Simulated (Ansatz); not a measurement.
**fluorite-structured EuS2**

Level of theory: DFT, PBEsol, scalar-relativistic, collinear spin; plane waves to 420 eV with PAW datasets (Ansatz 0.2.0), Γ-centred 8×8×8 mesh, 0.05 eV Gaussian smearing. The datasets are Ansatz's generated set soft_2.

```
CELL_PARAMETERS angstrom
0.00000 3.25924 3.25924
3.25924 0.00000 3.25924
3.25924 3.25924 0.00000
ATOMIC_POSITIONS crystal
Eu 0.00000 0.00000 0.00000
S 0.25000 0.25000 0.25000
S 0.75000 0.75000 0.75000
```

The start was a prototype's sites filled with these elements, not a measured cell.

Magnetic state: ferromagnetic, site spin moments Eu 6.27; S -0.26 μB.

The cell has space group Fm-3m (read at 0.01 Å). In it the stress is 0.03, 0.03, 0.03, 0.00, 0.00, 0.00 GPa and the largest force component 0.000 eV/Å. Each change below starts from this cell, without further relaxation. Stress is in GPa, positive in compression, in the order xx, yy, zz, yz, xz, xy; energies are counted from the cell above and are free energies with the smearing's entropy, which match forces and stress in a metal.

Task: One atom was moved along a Cartesian axis, and these forces appeared. Which atom, and about how far?
```tsv
atom	Fx (eV/Å)	Fy	Fz
Eu1	0.000	-0.107	0.000
S2	0.000	0.053	0.000
S3	0.000	0.053	0.000
```

Result: Atom 1 (Eu) is moved by 0.02 Å along y; the energy changes by 1.1 meV per cell.

Task: What stress follows from an engineering strain of -1 % in yz, atoms carried along?

Result: 0.04, 0.04, 0.04, 0.28, 0.00, 0.00 GPa; the energy changes by 0.6 meV per cell.
| atom | Fx (eV/Å) | Fy | Fz |
| --- | --- | --- | --- |
| Eu1 | 0.000 | 0.000 | 0.000 |
| S2 | 0.047 | 0.000 | 0.000 |
| S3 | -0.047 | 0.000 | 0.000 |
The change of the stress over the strain gives a clamped-atom stiffness of about 28 GPa for this component.

Without a U the 4f levels of Eu lie too near the Fermi level, so their share of the states there, and what hangs on it, is overstated. Spin–orbit coupling, which matters for such heavy elements, is left out. The run wasn't fully tested for a lower electronic state. Site moments are of spin, integrated over atomic spheres. Only parallel moments were tried, so the real magnetic order may be another.
